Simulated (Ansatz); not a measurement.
## Debugging a calculation of As₂Se

Someone meant to compute As₂Se with PBE, plane waves and PAW in Ansatz and wrote this input.

```yaml
crystal:
  lattice:
    - [-6.6696360575, 6.6696360575, 5.0145244408]
    - [6.6696360575, -6.6696360575, 5.0145244408]
    - [6.6696360575, 6.6696360575, -5.0145244408]
  atoms:
    - { symbol: As, position: [0.875, 0.125, 0.75] }
    - { symbol: As, position: [0.375, 0.125, 0.25] }
    - { symbol: As, position: [0.875, 0.625, 0.75] }
    - { symbol: As, position: [0.875, 0.125, 0.25] }
    - { symbol: Se, position: [0.5, 0.5, 0.0] }
    - { symbol: Se, position: [0.25, 0.75, 0.5] }
basis:
  ecutwfc: 420
kpoints:
  mp_grid: { grid: [4, 4, 4] }
hamiltonian:
  xc: pbe
scf:
  occupations: { method: gaussian, width: 0.1 }
  max_iter: 51
output:
  forces: true
  stress: true
  eigenvalues: true
```

Command:

```bash
ansatz run input.yaml --threads 1 --pin off --max-ram 2560MiB --backend cpu --events-out ev --progress --plain --runs-dir out
```

The program printed (HF is the Harris–Foulkes energy, dr2 the density residual in eV):

```text
Pseudopotential: As, paw, valence charge 15, recommended cutoff 420 eV (normal)
Pseudopotential: Se, paw, valence charge 16, recommended cutoff 420 eV (normal)
Crystal: 6 atoms, lattice volume = 892.265 Å³
Basis set: ecut = 420 eV, 17449 PW (Γ), exchange–correlation on 144×144×144 points (8 copies of the dense FFT grid, shifted against one another)
Bands: 56, of which v1, the nominal top of the filled ones, is band 46 counted from 1 (45 counted from 0)
Symmetry: 16 space group operations
Space group: I41/amd (ITA 141), of the structure as read, at distance tolerance 9.6e-5 Å
k-points: 13 of 64
Initial density: superposition of atomic densities, corrected by the library's trained network
SCF iter   1: HF=-30343.699070 eV  Δρ=2.69e-2  dr2=3.59e1
SCF iter   2: HF=-30361.995052 eV  Δρ=6.20e-2  dr2=1.96e2  recentre
SCF iter   3: HF=-30340.107884 eV  Δρ=3.95e-3  dr2=7.36e-1
SCF iter   4: HF=-30340.045853 eV  Δρ=6.22e-3  dr2=1.61e0
   ...
SCF iter  18: HF=-30339.994304 eV  Δρ=6.76e-6  dr2=2.63e-6
SCF iter  19: HF=-30339.994304 eV  Δρ=2.54e-6  dr2=3.86e-7
SCF iter  20: F=-30339.994304 eV  HF=-30339.994304 eV  Δρ=6.62e-7  dr2=2.47e-8
SCF 1 converged in 20 iterations: F = -30339.994304 eV  dr2 = 2.47e-8
SCF converged after 20 iterations
Free energy (F): -30339.994304 eV
E sigma→0 (E₀):  -30339.854601 eV
Entropy (-TS):   -0.279405 eV (-46.568 meV/atom)
Fermi energy:    -3.523032 eV
--- Forces (eV/Å), atoms counted from 1 ---
  atom   1  As     0.00000000     0.00000000     0.00000000
  atom   2  As     0.00000000     0.00000000     0.00000000
  atom   3  As    -0.00000000    -0.00000000    -0.00000000
  atom   4  As    -0.00000000    -0.00000000     0.00000000
  atom   5  Se     0.00000000    -0.00000000     0.00000000
  atom   6  Se    -0.00000000     0.00000000    -0.00000000
--- Stress (GPa, compression-positive) ---
       -0.773945       0.000000      -0.000000
        0.000000      -0.773945       0.000000
       -0.000000       0.000000      -1.136508
  P = ⅓ Tr σ = -0.8948 GPa (-8.948 kbar)
```

Question: What is the cause?
A. No empty bands beside a smearing
B. Fixed occupations on a metal
C. Lattice vectors in bohr read as angstrom
D. Two atoms' positions swapped
E. Starting moments without spin polarisation

Answer: C. Every length is 1.89 times too long, so the atoms are nearly free. The cure is the vectors in angstrom.

Mended input, as a difference (which also takes the mesh and iteration limit of the reference run):

```diff
 crystal:
   lattice:
-    - [-6.6696360575, 6.6696360575, 5.0145244408]
-    - [6.6696360575, -6.6696360575, 5.0145244408]
-    - [6.6696360575, 6.6696360575, -5.0145244408]
+    - [-3.529418, 3.529418, 2.653571]
+    - [3.529418, -3.529418, 2.653571]
+    - [3.529418, 3.529418, -2.653571]
 kpoints:
-  mp_grid: { grid: [4, 4, 4] }
+  mp_grid: { grid: [8, 8, 8] }
 scf:
-  max_iter: 51
```

Result of the mended run: a pressure of -0.08 GPa, no gap. The faulty run's energy lay 3.73 eV per atom higher.

The mended run took 77 s on 1 thread of Intel(R) Xeon(R) Processor @ 2.50GHz (Skylake/Cascade Lake), on a shared host, peak memory 0.6 GiB.